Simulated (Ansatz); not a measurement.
Se (trigonal-Se type, space group P3_121)

```
CELL_PARAMETERS angstrom
      4.52940     0.00000     0.00000
     -2.26470     3.92257     0.00000
      0.00000     0.00000     5.04244
ATOMIC_POSITIONS crystal
  Se 0.21841 0.00000 0.83333
  Se 0.00000 0.21841 0.16667
  Se 0.78159 0.78159 0.50000
```

The slice is a (0001) plane (indices of the conventional cell) through the point (0.218, 0.000, 0.833) (fractional), spanned by u = [110] and v = [1 -1 0] in vectors of this cell: u (4.53 Å) and v (7.85 Å, at 90° to u). It covers one period; positions are fractions (u, v).

The numbers are results of PBE (plane waves to 420 eV, PAW, scalar-relativistic; Ansatz, a program for electronic structure), not measurements. k mesh 9×9×7. Near the nuclei the fields are pseudised (PAW); where an atom keeps semicore shells as valence, they peak there. Se was relaxed with its symmetry unable to fall. The PAW data are Ansatz's earlier set.

**Question.** Sketch the density of the highest valence band (whole band, smooth part) on this plane as a map.

**Answer.** 
```tsv
v \ u	0.00	0.12	0.25	0.38	0.50	0.62	0.75	0.88
0.93	0.058	0.132	0.046	0.008	0.004	0.009	0.027	0.036
0.86	0.034	0.041	0.016	0.004	0.004	0.006	0.006	0.007
0.79	0.010	0.009	0.004	0.003	0.004	0.004	0.002	0.003
0.71	0.006	0.004	0.004	0.007	0.007	0.004	0.002	0.004
0.64	0.003	0.005	0.016	0.040	0.039	0.017	0.006	0.004
0.57	0.003	0.008	0.046	0.135	0.088	0.065	0.027	0.006
0.50	0.003	0.011	0.059	0.115	0.005	0.129	0.059	0.010
0.43	0.004	0.009	0.027	0.036	0.058	0.132	0.046	0.008
0.36	0.004	0.006	0.006	0.007	0.034	0.041	0.016	0.004
0.29	0.004	0.004	0.002	0.003	0.010	0.009	0.004	0.003
0.21	0.007	0.004	0.002	0.004	0.006	0.004	0.004	0.007
0.14	0.039	0.017	0.006	0.004	0.003	0.005	0.016	0.040
0.07	0.088	0.065	0.027	0.006	0.003	0.008	0.046	0.135
0.00	0.005	0.129	0.059	0.010	0.003	0.011	0.059	0.115
```

Values: density of the highest valence band (whole band, smooth part) in e/Å³.
